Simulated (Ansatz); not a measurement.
A geometry of CsPbBr₃ away from equilibrium: the start of the relaxation of a randomly generated symmetric cell of CsPbBr3 (space group No. 47). All values below come from PBE (plane waves to 420 eV, PAW, scalar-relativistic; Ansatz, a quantum-chemistry and plane-wave program). Γ-centred k-mesh 5×4×3 on the run's cell (coarser than for final values), Fermi–Dirac smearing 0.05 eV.

```xyz
5
Lattice="5.1770 0.0000 0.0000 0.0000 5.6376 0.0000 0.0000 0.0000 7.7768" Properties=species:S:1:pos:R:3 pbc="T T T"
Br     2.5885     0.0000     5.7289
Br     2.5885     0.0000     2.0480
Br     0.0000     0.0000     0.0000
Cs     2.5885     2.8188     3.8884
Pb     2.5885     0.0000     0.0000
```

Task: Give the Cartesian forces on all atoms (eV/Å).

Result: 
```json
[
 {"atom": "Br1", "Fx": "0.00", "Fy": "0.00", "Fz": "-18.72"},
 {"atom": "Br2", "Fx": "0.00", "Fy": "0.00", "Fz": "18.72"},
 {"atom": "Br3", "Fx": "0.00", "Fy": "0.00", "Fz": "0.00"},
 {"atom": "Cs4", "Fx": "0.00", "Fy": "0.00", "Fz": "0.00"},
 {"atom": "Pb5", "Fx": "0.00", "Fy": "0.00", "Fz": "0.00"}
]
```

Task: What is the pressure?

Result: +23.1 GPa, compression positive.

Task: How much energy per atom can still be gained by relaxing?

Result: 2.44 eV/atom; the path ends in Pmmm (No. 47).

No spin polarisation in the result.

The run could not lose the symmetry of its start: the end is stationary, and may be a saddle point rather than a minimum.

The end of the path is a generated cell of CsPbBr3: the first start was made by a random draw of sites in a space group, and the end was not matched to a known phase here, so it may be hypothetical. Known forms of CsPbBr3 include space group No. 62, 221.
